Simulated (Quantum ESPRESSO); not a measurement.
Parts of the isotropic shielding in NaF, by PBE GIPAW (a modified build of Quantum ESPRESSO, JTH PAW datasets), 30 Ha, k-mesh 5×5×5 shifted:

```yaml
crystal:
  lattice:
    - [0.00000, 2.31700, 2.31700]
    - [2.31700, 0.00000, 2.31700]
    - [2.31700, 2.31700, 0.00000]
  atoms:
    - { symbol: Na, position: [0.00000, 0.00000, 0.00000] }
    - { symbol: F, position: [0.50000, 0.50000, 0.50000] }
```
The cell was made here from an entry of the Crystallography Open Database (unchecked): atoms relaxed with PBE in the measured cell (PBE without dispersion, pw.x of Quantum ESPRESSO, symmetry kept).  Stability against distortions was not tested.

The core term is that of the free atom's frozen core; the paramagnetic column sums the reconstruction terms. These are absolute shieldings with no macroscopic susceptibility term; δ = σ_ref − σ needs a reference computed alike. By our sweeps, such settings leave a few ppm in absolute σ. No d partial waves on Na: the paramagnetic term there is incompletely reconstructed.

```csv
site,core,bare (smooth current),diamagnetic correction,paramagnetic corrections,σ_iso (ppm)
Na (atom 1),377.3,82.1,154.9,?,?
F (atom 2),306.4,102.4,50.8,?,?
```

Fill in the missing entries.


- Na (atom 1), paramagnetic corrections: -75.2
- Na (atom 1), σ_iso (ppm): 539.0
- F (atom 2), paramagnetic corrections: -70.8
- F (atom 2), σ_iso (ppm): 388.9
